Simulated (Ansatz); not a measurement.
Computed with Ansatz (plane waves, PAW, 420 eV cutoff): PBE+U (U_eff = 6 eV on X's open shell), scalar-relativistic, collinear spin, Γ-centred 8×8×8 mesh, 0.05 eV Gaussian smearing; PAW files: Ansatz's generated set soft_2.

A crystal of composition XSb, relaxed at this level of theory, gives this pattern between 10° and 80°.

Cu Kα1 powder pattern (kinematic, no thermal factors).
2θ (°) (relative intensity): 20.59 (100), 23.82 (1), 33.94 (85), 40.03 (55), 48.76 (15), 53.47 (23), 60.74 (31), 64.85 (17), 71.43 (10), 75.25 (17)

Q: Which lattice and cell does the pattern come from?

A: Cubic, space group F-43m (No. 216), a = 7.464 Å, b = 7.464 Å, c = 7.464 Å, α = 90.00°, β = 90.00°, γ = 90.00°. The line positions fix the lattice at most, not the space group, and lines under 1 % of the strongest aren't listed; this is the group of the computed cell.

The calculation on XSb, where X is one element, gave:

```
Band gap                                     : zero (metallic)
Density of states at the Fermi level         : about 2 states/(eV·atom)
Magnetic state                               : ferromagnetic
Site spin moments                            : X 7.01; Sb 0.45 μB
Spin moment of the cell                      : 8.00 μB
Bader charges                                : X 1.21; Sb -1.21 e
f electrons (orthogonalised atomic orbitals) : X 7.00
Bulk modulus (Birch–Murnaghan)               : 18.2 GPa
Pressure derivative B0′                      : 4.0
```

Sites: X on 4a, Sb on 4d.

Q: Which element is X?
A. Pm
B. Eu
C. Sm
D. Tb

A: B. X is Eu, so the compound is EuSb.

This is a trial structure made by placing the elements on a prototype's sites, so it needn't be the stable form.

For elements this heavy, spin–orbit coupling would shift levels and gaps; it isn't included here. The run wasn't fully tested for a lower electronic state. Site moments are of spin, integrated over atomic spheres. A U of this size is made for insulators; in a metal, as here, it tends to take f weight out of the bonding and to swell the cell. The moments were started parallel, and the real magnetic order may be another.
